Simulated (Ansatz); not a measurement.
K2TeCl6 in space group Fm-3m (No. 225; K on 8c, Te on 4a, Cl on 24e) under volume change, r²SCAN (plane waves, PAW; program Ansatz), shape and atoms relaxed at each volume.

| V (Å³/atom) | E − E(relaxed) (meV/atom) | P (GPa) |
|---|---|---|
| 26.629 | 14.3 | 1.99 |
| 27.507 | ___ | ___ |
| 28.385 | 1.3 | 0.50 |
| 29.263 | 0.0 | 0.00 |
| 30.141 | ___ | ___ |
| 31.019 | 4.2 | -0.71 |
| 31.897 | 8.8 | -0.95 |

Fill in the missing entries.


- 30.141, E − E(relaxed) (meV/atom): 1.2
- 30.141, P (GPa): -0.41
- 27.507, E − E(relaxed) (meV/atom): 5.8
- 27.507, P (GPa): 1.16

What does a third-order Birch–Murnaghan fit give for V₀, B₀ and B′?

V₀ = 29.25 Å³/atom, B₀ = 15.1 GPa, B′ = 7.3.

The workflow started from a Materials Project entry (that database holds measured and hypothetical structures alike); the Crystallography Open Database copy checked does not list it. COD files the formula under space group No. 139, so this cell is another polymorph or a model. Whether it is the stable phase at ambient conditions was not checked. The r²SCAN relaxation kept the symmetry of its start; whether a distortion lowers the energy is not shown. Spin–orbit coupling is left out wherever it is not named.

Potentials: the later of the program's two PAW sets.
